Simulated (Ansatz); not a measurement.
Cr$_{3}$BPt:
```xyz
5
Lattice="3.9331 0.0000 0.0000 0.0000 3.9331 0.0000 0.0000 0.0000 3.9331" Properties=species:S:1:pos:R:3 pbc="T T T"
Cr     1.9665     1.9665     0.0000
Cr     0.0000     1.9665     1.9665
Cr     1.9665     0.0000     1.9665
Pt     0.0000     0.0000     0.0000
B      1.9665     1.9665     1.9665
```
The run is spin-polarised; directions of the spins, atom by atom: ↑ ↑ ↑ 0 ↓.

Relaxed with DFT-r²SCAN in the program Ansatz with PAW potentials. Indices refer to the conventional cell of Pm-3m, a = b = c = 3.9331 Å, α = β = γ = 90.00°.

Task: Simulate the powder diffraction pattern (Cu Kα, λ = 1.54184 Å; lines above 1 %) up to 2θ = 90°.

Result: Simulated powder pattern, Cu Kα, λ = 1.54184 Å (kinematic, ideal powder, no thermal factors, no anomalous dispersion; the 30 strongest lines at most, above 1 %, up to 2θ = 90°):

| 2θ (°) | d (Å) | I/Imax (%) | hkl |
|---|---|---|---|
| 22.61 | 3.933 | 43 | (100) |
| 32.19 | 2.781 | 48 | (110) |
| 39.69 | 2.271 | 100 | (111) |
| 46.16 | 1.967 | 52 | (200) |
| 51.99 | 1.759 | 22 | (210) |
| 57.39 | 1.606 | 20 | (211) |
| 67.34 | 1.391 | 32 | (220) |
| 72.03 | 1.311 | 11 | (221)+(300) |
| 76.61 | 1.244 | 9.2 | (310) |
| 81.10 | 1.186 | 35 | (311) |
| 85.53 | 1.135 | 11 | (222) |
| 89.94 | 1.091 | 5.7 | (320) |

The start of the workflow was typed in or built on a structure type; neither database checked (COD, Materials Project) lists it. Its standing as an ambient phase is unchecked. Symmetry was held in the r²SCAN relaxation; its stability against distortions is not shown here. The final state is ferromagnetic, the only order run, not a proven ground state. The volume moved by -17 % from the start of the relaxation. Its formation energy is positive at this level, so the cell may be metastable or incomplete. The program gave a warning on the electronic state, which may not be the lowest. Point labels and valley counts follow the cell and symmetry of the run, lower than the named group. Scalar-relativistic: spin–orbit coupling is off unless named, which matters more the heavier the elements.

Potentials: the earlier of the program's two PAW sets. The files were generated under PBE; for other functionals the program regenerates the frozen cores, and for LDA and PBEsol the local potential too.
